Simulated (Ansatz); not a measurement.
In PBE in the plane-wave PAW code Ansatz, Ir in the diamond structure (Fd-3m) relaxes to a = 5.568 Å. Ir has 4 nearest neighbours from 2.41 Å (tetrahedral).

Electronic character: metallic (no gap). Gap from PBE with spin–orbit coupling: none (metallic).

An equation-of-state fit gives a bulk modulus of 185 GPa.

The start of the workflow was typed in or built on a structure type; neither database checked (COD, Materials Project) lists it. It is not the phase usual at ambient conditions (space group No. 225). The PBE relaxation kept the symmetry of its start; whether a distortion lowers the energy is not shown. No spin polarisation was allowed. Spin–orbit coupling is left out wherever it is not named.

Potentials: the earlier of the program's two PAW sets.
